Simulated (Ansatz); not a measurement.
Bi:
```
Bi
1.0
    3.25046     0.00000     0.00000
    0.00000     3.25046     0.00000
    0.00000     0.00000     3.25046
Bi
1
Direct
  0.00000   0.00000   0.00000
```

Relaxed with r²SCAN. Special points in fractions of this cell's reciprocal vectors: Γ (0.000, 0.000, 0.000); X (0.000, 0.500, 0.000); M (0.500, 0.500, 0.000); R (0.500, 0.500, 0.500).

Task: List the band energies nearest the Fermi level at these points for the program Ansatz at the r²SCAN with spin–orbit coupling level (PAW).

Result: In eV from the Fermi level; about four levels below and three above (degenerate sets whole), none deeper than 8.9 eV; points with the same levels are listed once.

| k | below | above |
|---|---|---|
| Γ | – | 1.09 1.09 3.91 3.91 3.91 3.91 |
| X | -5.52 -5.52 | 3.73 3.73 6.08 6.08 |
| M | -4.33 -4.33 -2.91 -2.91 | 2.94 2.94 6.95 6.95 |
| R | -1.00 -1.00 -1.00 -1.00 | 5.60 5.60 5.60 5.60 |

Space group Pm-3m (simple cubic). The start of the workflow was typed in or built on a structure type; neither database checked (COD, Materials Project) lists it. It is not the phase usual at ambient conditions (space group No. 166). The cell was relaxed with r²SCAN under the symmetry of its start; whether a distortion lowers the energy is not shown.

Potentials: the earlier of the program's two PAW sets.
